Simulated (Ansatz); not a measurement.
This cell of CdSe (zinc blende) is off equilibrium:

```xyz
2
Lattice="0.0000 3.0409 3.0409 3.0409 0.0000 3.0409 3.0409 3.0409 0.0000" Properties=species:S:1:pos:R:3 pbc="T T T"
Se     4.5614     4.5614     4.5614
Cd     0.1556     0.1556     0.2200
```

Calculation: PBEsol (plane waves to 420 eV, PAW, scalar-relativistic; Ansatz, a quantum-chemistry and plane-wave program). k mesh 8×8×8 (Γ-centred), Fermi-Dirac smearing 0.05 eV. Energies are smeared free energies. Stress and pressure are positive under compression. CdSe was relaxed with its symmetry unable to fall.

Predict the force on every atom, in eV/Å.


```json
[
 {"atom": "Se1", "Fx": "0.289", "Fy": "0.289", "Fz": "0.739"},
 {"atom": "Cd2", "Fx": "-0.289", "Fy": "-0.289", "Fz": "-0.739"}
]
```

What is the stress tensor (GPa)?


```
    1.5     -3.0     -1.4
   -3.0      1.5     -1.4
   -1.4     -1.4      0.9
```
The pressure, a third of the trace, is 1.3 GPa.

In it atom 2 sits (0.156, 0.156, 0.220) Å away from its relaxed site. What is its energy relative to the relaxed cell?

156 meV/cell.

(For displaced atoms, the force is minus the slope of the energy, and its curvature is a force constant, which sets phonon frequencies.)
